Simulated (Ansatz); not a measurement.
SiO:
```xyz
8
Lattice="8.0336 0.0000 0.0000 0.0000 2.6000 0.0000 0.0000 0.0000 4.5002" Properties=species:S:1:pos:R:3 pbc="T T T"
Si     7.0423     0.6500     2.4343
Si     0.9913     1.9500     2.0658
Si     5.0081     1.9500     0.1843
Si     3.0255     0.6500     4.3159
O      5.9043     0.6500     3.8411
O      2.1293     1.9500     0.6591
O      6.1461     1.9500     1.5910
O      1.8875     0.6500     2.9092
```

Relaxed with PBE+D3(BJ) (plane waves, PAW; program Ansatz). Indices refer to the conventional cell of Pnma, a = 8.0336 Å, b = 2.6000 Å, c = 4.5002 Å, α = 90.00°, β = 90.00°, γ = 90.00°.

Problem. Simulate the powder diffraction pattern (neutron, λ = 1.5401 Å; lines above 1 %) up to 2θ = 90°.

Solution. Simulated powder pattern, neutron, λ = 1.5401 Å (kinematic, ideal powder, no thermal factors, coherent scattering alone; the 30 strongest lines at most, above 1 %, up to 2θ = 90°):

```
2θ (°)  d (Å)  I/Imax (%)    hkl
------  -----  ----------  -----
22.10   4.017          99  (200)
22.62   3.926          61  (101)
39.10   2.301          30  (301)
40.00   2.251          66  (011)
41.32   2.183          18  (210)
41.64   2.167          33  (102)
46.17   1.964          65  (211)
53.09   1.723         100  (311)
53.10   1.723          59  (302)
55.11   1.664         9.4  (112)
58.88   1.567          33  (212)
61.84   1.499          21  (411)
61.85   1.498          25  (402)
64.85   1.436          16  (312)
70.22   1.339          11  (600)
72.15   1.308          54  (511)
72.16   1.308          32  (502)
72.65   1.300          39  (020)
72.69   1.299          20  (013)
73.75   1.283         9.8  (601)
73.79   1.283          87  (113)
77.01   1.237          23  (220)
77.21   1.234          15  (121)
80.62   1.190          37  (610)
82.41   1.169          12  (313)
84.00   1.151          21  (611)
85.74   1.132          19  (321)
87.39   1.115          22  (122)
87.44   1.114          19  (104)
89.22   1.096          14  (503)
```

The start of the workflow was typed in or built on a structure type; neither database checked (COD, Materials Project) lists it. Its standing as an ambient phase is unchecked. The cell was relaxed with PBE+D3(BJ) under the symmetry of its start; whether a distortion lowers the energy is not shown.

Potentials: the earlier of the program's two PAW sets.
